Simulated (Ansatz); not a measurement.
Ti:
Space group P6₃/mmc (No. 194); a = 2.9348 Å, b = 2.9348 Å, c = 4.6420 Å, α = 90.00°, β = 90.00°, γ = 120.00°

```
atom  site  symmetry       x       y       z
----  ----  --------  ------  ------  ------
Ti      2c      -6m2  0.3333  0.6667  0.2500
```

Relaxed at zero pressure with r²SCAN (plane waves, PAW; program Ansatz).

Task: The volume is lowered by 9 % and shape and atoms relax at that volume. What pressure results, and how do the axes share the change?

Result: 12.9 GPa; a -3.0 %, b -3.0 %, c -3.3 %; the energy rises by 59 meV/atom.

Task: Give the new structure.

Result: 
Space group P6₃/mmc (No. 194); a = b = 2.8466 Å, c = 4.4903 Å, α = β = 90.00°, γ = 120.00°

```
atom  site  symmetry       x       y       z
----  ----  --------  ------  ------  ------
Ti      2c      -6m2  0.3333  0.6667  0.2500
```

The phase is kept; no other phase was compared at this pressure.

Space group P6_3/mmc (hcp (Mg type)). The r²SCAN relaxation kept the symmetry of its start; of distortions, only those at the zone centre were tested. No spin polarisation was allowed. Axis ratios of metals converge slowly with the k-mesh, so a and c are less sure than the volume.

Potentials: the earlier of the program's two PAW sets.
